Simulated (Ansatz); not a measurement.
**TePb$_{2}$Br$_{6}$: reading a single point**

```xyz
9
Lattice="0.0000 7.2730 0.0000 7.2730 0.0000 0.0000 3.6365 3.6365 -5.1428" Properties=species:S:1:pos:R:3 pbc="T T T"
Te    0.0000    0.0000    0.0000
Pb    7.2730    3.6365   -2.5714
Pb    3.6365    7.2730   -2.5714
Br    3.6365    3.6365   -2.5714
Br    7.2730    7.2730   -2.5714
Br    1.8255    1.8255    0.0000
Br    5.4474    1.8255    0.0000
Br    5.4474    5.4474    0.0000
Br    1.8255    5.4474    0.0000
```

Single point in Ansatz 0.2.0 with PBE, no spin polarisation. Cutoff 420 eV, PAW datasets, 7×7×7 Γ-centred k mesh, fermi-dirac filling (width 0.0319 eV).

**Forces.** The largest is on Br4 (and as large on other atoms): 1.57 eV/Å, components (0.00, 0.00, 1.57). It makes 180° with the line to a nearest neighbour, Te1 at 2.57 Å, pointing away from it.
**Charges.** Bader charges in e: Te +1.43, Pb +0.81, Br -0.51. In the mean Te gives up most and Br takes most.
**Electronic structure.** It is a metal, with about 6.5 states/eV a cell as the mean within 0.25 eV of the Fermi level, mostly Pb p (77 %).
**Formation energy.** -0.14 eV an atom against the elements' usual phases (free molecules for gases, crystals otherwise, with no correction for O₂ or N₂), so it is bound against them; other compounds may still compete. Relaxing would lower it.
**Contacts.** Te–Br at 2.57 Å: least valence density 0.52 e/Å³ and ELF 0.50 there. Pb–Br at 3.64 Å: least valence density 0.08 e/Å³ and ELF 0.11 there. These are pseudo-fields; inside the PAW spheres they differ from the all-electron ones.

Origin: a known structure type with other elements, at an estimated volume, so it need not be a known compound. Caveats: many states at the Fermi level without spin polarisation, so a magnetic state may lie lower; the Fermi level lies in a narrow band between gaps, which spin or distortion may split; atoms or cell far from equilibrium.
